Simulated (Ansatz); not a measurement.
Y (hcp (Mg type), space group No. 194) is relaxed with PBE (plane waves, PAW; program Ansatz). What lattice parameters of the conventional cell result?

a = 3.658 Å, c = 5.680 Å.

Space group P6_3/mmc (hcp (Mg type)). Symmetry was held in the PBE relaxation. The run is not spin-polarised. Axis ratios of metals converge slowly with the k-mesh, so a and c are less sure than the volume.

Potentials: the earlier of the program's two PAW sets.
